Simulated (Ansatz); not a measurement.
## BN: Field gradients at the nuclei

The cell is a Materials Project structure (computed, not necessarily an observed phase).

```
B N
1.0
     2.50164    0.00000    0.00000
    -1.25082    2.16648    0.00000
     0.00000    0.00000    7.36932
B N
2 2
Cartesian
  1.2508 0.7222 5.5270
  0.0000 1.4443 1.8423
  0.0000 0.0000 5.5270
  0.0000 0.0000 1.8423
```

Atom numbers follow the list; atoms alike are taken as one site, whose name carries the number of the first.

Method: Kohn–Sham DFT in Ansatz, PBE, plane waves and PAW, scalar-relativistic, 420 eV cutoff, Γ-centred 14×14×4 k-points, Fermi–Dirac smearing 0.02 eV.

V_zz is the principal component of the electric field gradient with the largest magnitude, η = (V_xx − V_yy)/V_zz and C_Q = eQV_zz/h.

¹⁰B: I = 3, Q = 84.59 mb; N-14: I = 1, Q = 20.44 mb. Nuclear quadrupole moments: year-2017 set (Pyykkö).

Task: Give the quadrupolar parameters of the distinct sites.

Result: 

| site | atoms (order as listed) | first shell | V_zz (10²¹ V/m²) | η | C_Q (MHz) |
| --- | --- | --- | --- | --- | --- |
| B | 1, 2 | 3 N at 1.44 Å | 2.79 | 0.00 | 5.71 |
| N | 3, 4 | 3 B at 1.44 Å | -0.23 | 0.00 | -0.113 |

An axis of threefold or higher order runs through B and N, so V_zz lies along it and η is zero.

Hardware: 4 threads of Intel Xeon Platinum 8375C CPU @ 2.90GHz (Ice Lake) (x86_64; 48 cores open to the job, memory cap 10.0 GiB, no GPU), a shared host with a load of 0.5 a core. Wall time 1.3 s, CPU time 3.4 s, peak memory 0.4 GiB.
